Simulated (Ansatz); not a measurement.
## Cr (bcc)

Level of theory: DFT, r²SCAN, scalar-relativistic, collinear spin; plane waves to 500 eV with PAW datasets (Ansatz 0.2.0), Γ-centred 20×20×20 mesh, 0.05 eV Gaussian smearing. The datasets are Ansatz's generated set soft_2.

```yaml
crystal:
  lattice:
    - [-1.41453, 1.41453, 1.41453]
    - [1.41453, -1.41453, 1.41453]
    - [1.41453, 1.41453, -1.41453]
  atoms:
    - { symbol: Cr, position: [0.00000, 0.00000, 0.00000] }
```

The geometry is fixed. Moments are started on Cr in several ways. q is the propagation vector of an order in a doubled cell, in units of this cell's reciprocal vectors; doubled cells take an equivalent mesh or are counted from a ferromagnetic run in the same cell, unless said otherwise. Energies count from the first row, the state in which the cell was relaxed.

The starts:
- parallel, continued from the relaxation
- no spin polarisation
- antiparallel, q = (0, 0, 1/2)
- antiparallel, q = (1/2, 1/2, 1/2)
- small parallel moments

(1) Which start ends lowest, and how far above it lies the solution without spin polarisation?

Answer:

(1) Lowest: antiparallel, q = (1/2, 1/2, 1/2). Without spin polarisation the energy is 169 meV/atom higher.

```json
{"start": "parallel, continued from the relaxation", "largest typed moment (μB)": "0.05", "ΔE (meV/atom)": "0.0", "gap on the mesh (eV)": "metal", "P (GPa)": "0.0", "final spin moments (μB)": "none"}
{"start": "no spin polarisation", "largest typed moment (μB)": "0.00", "ΔE (meV/atom)": "0.0", "gap on the mesh (eV)": "metal", "P (GPa)": "0.0", "final spin moments (μB)": "none"}
{"start": "antiparallel, q = (0, 0, 1/2)", "largest typed moment (μB)": "2.00", "ΔE (meV/atom)": "0.0", "gap on the mesh (eV)": "metal", "P (GPa)": "0.0", "final spin moments (μB)": "none"}
{"start": "antiparallel, q = (1/2, 1/2, 1/2)", "largest typed moment (μB)": "2.00", "ΔE (meV/atom)": "-169.3", "gap on the mesh (eV)": "metal", "P (GPa)": "20.0", "final spin moments (μB)": "Cr 1.87, -1.87"}
{"start": "small parallel moments", "largest typed moment (μB)": "0.50", "ΔE (meV/atom)": "0.0", "gap on the mesh (eV)": "metal", "P (GPa)": "0.0", "final spin moments (μB)": "none"}
```

The moments vanished in: parallel, continued from the relaxation; antiparallel, q = (0, 0, 1/2); small parallel moments.

The cell was relaxed in the state without moments. No parallel start was as large as the antiparallel ones, so a parallel magnetic state may have been missed.

One antiparallel order alone stands against the parallel one, so the ranking is far from complete.

r²SCAN tends to overstate moments and magnetic energies in metals.

Without spin polarisation the pressure is 20.0 GPa lower than in the lowest state, so the magnetic solution wants the larger cell.

Relaxed again in its lowest state, the crystal takes 12.97 Å³/atom against the 11.32 of these rows, with moments up to 2.50 μB, and lies 261 meV/atom under the first row.

Only orders that fit these small cells were tried, so the real crystal's order may be another.
